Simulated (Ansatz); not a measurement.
# GaAs with scf.n_extra_bands changed

Computed with the plane-wave PAW code Ansatz (scalar-relativistic, PAW set soft_2): PBE, no spin polarisation, 420 eV cutoff, k-mesh 10×10×10. These are the settings of the reference run.

Cell:

```yaml
crystal:
  lattice:
    - [0.00000, 2.87299, 2.87299]
    - [2.87299, 0.00000, 2.87299]
    - [2.87299, 2.87299, 0.00000]
  atoms:
    - { symbol: Ga, position: [0.00000, 0.00000, 0.00000] }
    - { symbol: As, position: [0.25000, 0.25000, 0.25000] }
```

The reference run of this cell is solved again as a single point with these keys changed:

| key | reference run | changed run |
| --- | --- | --- |
| scf.n_extra_bands | not typed | 8 |

Task: How does the changed run end?

Result: 

```
                                    quantity  reference run  changed run
energy, changed less reference (meV an atom)              0          0.0
                              pressure (GPa)            0.0          0.0
                        largest force (eV/Å)           0.00         0.00
                        gap on the mesh (eV)           0.16         0.16
```

The results hardly move, so this setting matters little here, or the typed value is the one that the program takes anyway. It took 6 iterations from the trained starting density.

Caveats: a single point, atoms not relaxed again; semilocal functionals make gaps too small and can close them.
